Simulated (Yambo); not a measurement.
# K2Se: sweep of GW parameters

G0W0@PBEsol for K₂Se (anti-fluorite, space group Fm-3m, No. 225) in Yambo. Reference settings: 2×2×2 Γ-centred k mesh, bands 11 to 320 and a 7 Ry block in the screening, 320 bands in G with the Bruneval-Gonze terminator, plasmon pole fitted at 27.2 eV. The PBEsol gap X → Γ on this mesh is 2.02 eV; G0W0 gaps are taken between the same points.

| change from the reference | G0W0 gap X → Γ (eV) | shift of the valence edge (eV) | rough Yambo cost |
|---|---|---|---|
| reference settings | 3.97 | -1.67 | 1 |
| 116 bands in W, 116 bands in G | 3.87 | -1.42 | about 1/2 |
| 202 bands in W, 202 bands in G | 3.93 | -1.58 | within a factor of two |
| 116 bands in G | 3.94 | -1.59 | – |
| 146 bands in W | 3.92 | -1.54 | within a factor of two |
| 1 Ry block | 3.55 | -1.34 | within a factor of two |
| 6 Ry block | 3.91 | -1.61 | within a factor of two |
| pole fitted at 55 eV | 4.02 | -1.76 | – |
| no random integration | 3.86 | -1.39 | – |
| 116 bands in G, no terminator | 3.75 | -1.22 | – |
| 202 bands in G, no terminator | 3.89 | -1.49 | – |
| no terminator | 3.95 | -1.60 | – |

The reference isn't shown to be the converged limit. Costs are rough (shared machines), scaled to the same edge states, and given only for runs that recompute the screening.

The standard potential for Se keeps a d shell in the valence without the s and p states of that shell. In tests on such compounds this moved G0W0 gaps by up to about 0.9 eV, so absolute quasiparticle energies here are unreliable; differences between settings are what counts.

Spin-orbit coupling is included.

Geometry relaxed with PBEsol; primitive cell a = b = c = 5.3801 Å, α = β = γ = 60.00°.

A shift is the quasiparticle energy of the state minus its PBEsol energy.
